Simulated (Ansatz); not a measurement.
Space group Fm-3m (No. 225). a = 5.759 Å, b = 5.759 Å, c = 5.759 Å, α = 90.00°, β = 90.00°, γ = 90.00°
| atom | site | symmetry | x | y | z |
| --- | --- | --- | --- | --- | --- |
| Y | 4b | m-3m | 0.5000 | 0.0000 | 0.0000 |
| Se | 4a | m-3m | 0.0000 | 0.0000 | 0.0000 |

Equation of state of this YSe structure (not necessarily the ground state), with shape and atoms relaxed at each volume where symmetry leaves them free. It has no gap at any of these volumes. The calculation used DFT r2SCAN, scalar-relativistic, plane waves, PAW in Ansatz 0.2.0.

Cutoff 500 eV; k points 12×12×12 on the computed 2-atom cell (Γ-centred); Gaussian smearing, width 0.10 eV; no spin polarisation.

```
V (Å³/atom) E − E(largest V) (meV/atom) P (GPa)
     22.444                         4.43     5.94
     23.161                       -14.68     2.73
     23.877                       -20.53    -0.01
     24.593                       -15.07    -2.34
     25.310                         0.00    -4.32
```

**Question.** Fit a third-order Birch–Murnaghan equation to E(V).

**Answer.** V0 = 23.87 Å³/atom, B0 = 84 GPa, B0' = 4.4.

Spin polarisation was left out, and a magnetic state may lie lower.

Cost: 5 runs of about 1.1 core-minutes in all, on Arm Neoverse V2 (shared hosts).